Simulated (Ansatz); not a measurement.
CsPbCl$_{3}$ (cubic perovskite), relaxed and computed with several functionals in Ansatz (plane waves, PAW). Much of their spread follows the volume that each gives.

```json
[
 {"functional": "r²SCAN", "V (Å³/atom)": "36.48", "B₀ by P(V) fit (GPa)": "24.8"},
 {"functional": "PBE", "V (Å³/atom)": "37.69", "B₀ by P(V) fit (GPa)": "21.8"},
 {"functional": "HSE06", "V (Å³/atom)": "37.16", "B₀ by P(V) fit (GPa)": "?"},
 {"functional": "PBEsol", "V (Å³/atom)": "35.42", "B₀ by P(V) fit (GPa)": "24.9"},
 {"functional": "LDA", "V (Å³/atom)": "33.58", "B₀ by P(V) fit (GPa)": "29.4"}
]
```

Task: Fit a straight line to ln B₀ against ln V and predict the withheld value.

Result: Least squares on the 4 shown rows: ln B₀ = -2.43 × ln V + (11.914), with a scatter of 3 %. For HSE06 this gives 22.9. The run itself gave 23.2, within the scatter.

Not the usual ambient phase: CsPbCl3, cubic perovskite. Unstable at this level: CsPbCl3, cubic perovskite with LDA. All cells were relaxed under the symmetry of their starts (and spin orders); stability against distortions was not tested throughout. Spin–orbit coupling is left out wherever it is not named.

Potentials: the later of the program's two PAW sets.

Ansatz (a first-principles code) is a plane-wave DFT program.
